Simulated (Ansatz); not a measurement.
Cu$_{6}$Sn$_{5}$ in space group C2/c (No. 15; Pearson symbol mS44), plane-wave PAW PBEsol (Ansatz code), all energies at zero smearing, with the estimated change up to a 700 eV cutoff added, with one set of potentials and settings (totals compare only within such a set). Cell of 22 atoms (12 Cu, 10 Sn): -138564.080 eV.

```csv
element,reference phase,E (eV/atom)
Cu,"Fm-3m, 1 atoms in the cell",-6588.7768
Sn,"I4_1/amd, 2 atoms in the cell",-5949.7830
```

Formation energy per atom, worked out: (-138564.080 − 12×(-6588.7768) − 10×(-5949.7830))/22 = -0.042 eV/atom (-4 kJ per mol of atoms), at 0 K, without zero-point energy or fitted corrections.

The workflow started from a Materials Project entry (that database holds measured and hypothetical structures alike); the Crystallography Open Database files this formula in space group No. 15, but the cells were not matched. Whether it is the stable phase at ambient conditions was not checked. The cell was relaxed with PBEsol under the symmetry of its start; whether a distortion lowers the energy is not shown. No spin polarisation was allowed. The references are the lowest solids computed at this level, not always the standard phases. Scalar-relativistic: spin–orbit coupling is off unless named, which matters more the heavier the elements.

Potentials: the later of the program's two PAW sets.
